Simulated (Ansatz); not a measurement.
These are results of DFT PBE, scalar-relativistic, plane waves, PAW in Ansatz 0.2.0, not measurements. All cells share a 420 eV cutoff and Γ-centred k meshes spaced at most about 0.3 Å⁻¹ (about 0.25 or finer for metals, 2π included). Collinear spin in cells that started with moments and kept them past the coarse steps, no spin elsewhere.

These are static total energies at zero pressure.

Two forms of TiCrC₄N₄ were relaxed alike.

1. (site moments Ti -0.1; Cr 2.4 μB)

```
CELL_PARAMETERS angstrom
5.91667 0.00000 0.00000
0.00000 5.91667 0.00000
0.00000 0.00000 5.91667
ATOMIC_POSITIONS crystal
Ti 0.50000 0.50000 0.50000
Cr 0.00000 0.00000 0.00000
C 0.19334 0.19334 0.19334
C 0.19334 0.80666 0.80666
C 0.80666 0.19334 0.80666
C 0.80666 0.80666 0.19334
N 0.30962 0.30962 0.30962
N 0.30962 0.69038 0.69038
N 0.69038 0.30962 0.69038
N 0.69038 0.69038 0.30962
```

2. (site moments Ti -0.6; Cr 2.5 μB)

```
CELL_PARAMETERS angstrom
6.04123 0.00000 0.00000
0.00000 6.04123 0.00000
0.00000 0.00000 6.04123
ATOMIC_POSITIONS crystal
Ti 0.00000 0.00000 0.00000
Cr 0.50000 0.50000 0.50000
C 0.20041 0.20041 0.20041
C 0.20041 0.79959 0.79959
C 0.79959 0.20041 0.79959
C 0.79959 0.79959 0.20041
N 0.31333 0.31333 0.31333
N 0.31333 0.68667 0.68667
N 0.68667 0.31333 0.68667
N 0.68667 0.68667 0.31333
```

Question: Which placement of the atoms is lower in energy, and by how much?

Answer: Cell 1 is lower, by 117 meV/atom. The two share one framework of sites and differ in which element sits where. Cell 1 has space group P-43m (No. 215), 20.7 Å³/atom and no gap on its mesh; cell 2 has space group P-43m (No. 215), 22.0 Å³/atom and no gap. The shortest distance is 1.19 Å (C–N) in cell 1 and 1.18 Å (C–N) in cell 2. The denser one is the lower, and pressure would at first widen the difference. Even the lower one lies +0.20 eV/atom against the reference forms of the elements (uncorrected), so neither is stable at this level. In cell 1, Ti has 4 N at 1.95 Å; Cr has 4 C at 1.98 Å; C has 1 N at 1.19 Å and 1 Cr at 1.98 Å; N has 1 C at 1.19 Å and 1 Ti at 1.95 Å. In cell 2, around Ti lie 4 C at 2.10 Å; Cr is surrounded by 4 N at 1.95 Å; around C lie 1 N at 1.18 Å and 1 Ti at 2.10 Å; N has 1 C at 1.18 Å and 1 Cr at 1.95 Å. Both come from invented guesses.

In such compounds of Cr and Ti a zero gap at this level may well be an artefact, since no Hubbard U is applied. Another magnetic order may lie lower. Cells relaxed within their symmetry can be saddle points.
